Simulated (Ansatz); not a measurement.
# Pressure against volume in GaMo

The structure comes from a proposed guess, relaxed at this level; another structure or a mixture of phases may lie lower.

These are results of Ansatz, DFT PBE, scalar-relativistic, plane waves, PAW, not measurements. Cutoff 420 eV, Γ-centred 12×12×6 mesh (4-atom cell), Gaussian smearing of 0.10 eV, no spin polarisation.

```cif
data_structure
_symmetry_space_group_name_H-M 'P4/nmm:1'
_symmetry_Int_Tables_number 129
_cell_length_a 3.2982
_cell_length_b 3.2982
_cell_length_c 5.7183
_cell_angle_alpha 90.000
_cell_angle_beta 90.000
_cell_angle_gamma 90.000
_cell_volume 62.20
loop_
_atom_site_label
_atom_site_type_symbol
_atom_site_symmetry_multiplicity
_atom_site_Wyckoff_symbol
_atom_site_fract_x
_atom_site_fract_y
_atom_site_fract_z
_atom_site_occupancy
Ga1 Ga 2 c 0.00000 0.50000 0.62212 1
Mo1 Mo 2 c 0.50000 0.00000 0.88345 1
```

The cell was set to several volumes, with shape and atoms relaxed at each where symmetry leaves them free. Pressure is positive in compression, and energies count from the lowest row. No row has a gap on its mesh.

```tsv
row	V (Å³/atom)	P (GPa)	ΔE (meV/atom)
1	13.685	28.59	147.3
2	14.152	?	?
3	14.618	11.89	32.4
4	15.085	5.43	7.6
5	15.551	0.00	0.0
6	16.018	-4.55	6.9
7	16.484	-8.34	25.7
8	17.106	-12.35	66.1
```

**Question.** Find B = −V·ΔP/ΔV from rows 4 and 6 and from rows 1 and 3, and from the two its slope B′ and its value B0 at zero pressure.

**Answer.** Rows 4 and 6 give −(15.085 + 16.018)/2 × (-4.55 − (5.43))/(16.018 − 15.085) = 166.3 GPa at a mean pressure of 0.44 GPa. Rows 1 and 3 give −(13.685 + 14.618)/2 × (11.89 − (28.59))/(14.618 − 13.685) = 253.3 GPa at a mean pressure of 20.24 GPa. So B′ = (253.3 − 166.3)/(20.24 − (0.44)) = 4.39 and B0 = 166.3 − 4.39 × (0.44) = 164.4 GPa. A third-order Birch–Murnaghan fit to all the energies gives B0 = 164.1 GPa and B′ = 4.9.

**Question.** Estimate the pressure and energy of row 2.

**Answer.** From row 5, V0 = 15.551 × (1 + (0.00)/164.4) = 15.551 Å³/atom. Murnaghan's form P = (B0/B′)·[(V0/V)^B′ − 1] gives (164.4/4.39) × [(15.551/14.152)^4.39 − 1] = 19.20 GPa; the computed pressure is 19.53 GPa, so the estimate is off by -0.33 GPa. The work of compression from row 3, with the mean of the two pressures, gives ΔE = 32.4 + (19.20 + 11.89)/2 × (14.618 − 14.152)/160.2 × 1000 = 77.6 meV/atom (1 eV/Å³ = 160.2 GPa); the computed value is 77.8 meV/atom.

All volumes keep the k mesh of the relaxed cell. A later test with randomly moved atoms came back to the same energy, though modes that don't fit the test's cell weren't probed.
